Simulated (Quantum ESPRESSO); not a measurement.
# Kohn-Sham bands of CuI (Pc)

```
CuI
1.0
   -4.25374     0.00000     0.00000
    0.00454     0.00000     6.01583
    0.00000     8.51186     0.00000
Cu I
4 4
Cartesian
  1.94802  -3.18003   1.60610
 -0.18112   3.18003  -1.40181
  1.99874   1.05479   1.62175
 -0.13040  -1.05479  -1.38617
 -0.17603  -3.19339   0.10269
  1.94857   3.19339  -2.90522
 -0.13459   1.06620   0.11599
  1.99002  -1.06620  -2.89193
```

Materials Project entry mp-22895; symmetrised, unrelaxed at this level. Not found in the COD (Crystallography Open Database) copy used, which has the formula in other groups; not checked further. The atoms lie within 0.1 Å of the higher space group F-43m. Computed values, not measurements, from LDA: Quantum ESPRESSO (norm-conserving PseudoDojo potentials, cutoff 74 Ry, no spin polarisation, no spin-orbit coupling) on a Γ-centred 4×4×4 mesh, then Wannier90. Density: 8×6×4 mesh, Gaussian smearing 0.01 Ry. A non-magnetic state is assumed, with no Hubbard U; filled 3d bands tend to lie too high at this level. Spin-orbit coupling is left out although heavy elements are present.

The lattice is scaled uniformly by ε, fractional positions fixed (axis ratios and free coordinates are held, so this isn't the response to pressure); Kohn-Sham values from pw.x, the row at -1.5 % withheld:

```
ε (%)  gap (eV)  width of the top valence group (eV)
-----  --------  -----------------------------------
-3.0      1.235                                2.597
-1.5          ?                                    ?
0.0       0.971                                2.142
1.5       0.861                                1.943
3.0       0.762                                1.763
```

Question: Fit y = y₀ + bε + cε² to the rows at -3.0, 0 and 3.0 %, check it on the fourth row, and predict the withheld one.

Answer: 
- gap (eV): b = (0.762 − 1.235)/6 = -0.0788, c = (0.762 + 1.235 − 2×0.971)/18 = 0.00306. Check at 1.5 %: 0.860 for 0.861. Prediction 1.096; the run gives 1.097.
- width of the top valence group (eV): b = (1.763 − 2.597)/6 = -0.1390, c = (1.763 + 2.597 − 2×2.142)/18 = 0.00422. Check at 1.5 %: 1.943 for 1.943. Prediction 2.360; the run gives 2.358.
